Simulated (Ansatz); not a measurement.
ZnS:
Space group P6₃mc (No. 186); a = 3.8061 Å, b = 3.8061 Å, c = 6.2447 Å, α = 90.00°, β = 90.00°, γ = 120.00°

```
atom  site  symmetry       x       y       z
----  ----  --------  ------  ------  ------
Zn      2b       3m.  0.3333  0.6667  0.4997
S       2b       3m.  0.3333  0.6667  0.1255
```

Relaxed with r²SCAN.

Task: Decompose the optical modes at the zone centre into irreducible representations, and say which are infrared and Raman allowed.

Result: Point group 6mm: Γ_opt = A1 + 2B1 + E1 + 2E2. Infrared: A1, E1. Raman: A1, E1, E2.

Task: Assign frequencies (DFPT, the program Ansatz at the r²SCAN level (PAW); without the LO–TO term).

Result: E2 72, B1 196, A1 271, E1 276, E2 282, B1 339 cm⁻¹.

Subscripts of B labels follow the axes of the standard setting.

Space group P6_3mc (wurtzite). Symmetry was held in the r²SCAN relaxation; phonons on a q-mesh show no instability.

Potentials: the later of the program's two PAW sets.
